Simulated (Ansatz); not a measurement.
Rb (diamond): energy against volume

Level of theory: Ansatz 0.2.0, DFT, BLYP, plane waves (420 eV) with PAW, scalar-relativistic. (PAW data from PBE, frozen cores regenerated.)

The cell is scaled uniformly from the relaxed one, with fractional coordinates and shape fixed. Energies are extrapolated to zero smearing, pressures are those at the given smearing. Magnetic state: spin not included.

A Birch-Murnaghan fit gives V₀ = 166.75 Å³/atom, B₀ = 0.8 GPa, B₀′ = 3.7.

Question: What are the energy above the minimum and the pressure at 154.659 Å³/atom?

Answer: 2.4 meV/atom and 0.07 GPa as computed.

Question: What are the energy above the minimum and the pressure at 174.831 Å³/atom?

Answer: 0.9 meV/atom and -0.02 GPa as computed.

Question: What are the energy above the minimum and the pressure at 188.280 Å³/atom?

Answer: 5.5 meV/atom and -0.06 GPa as computed.
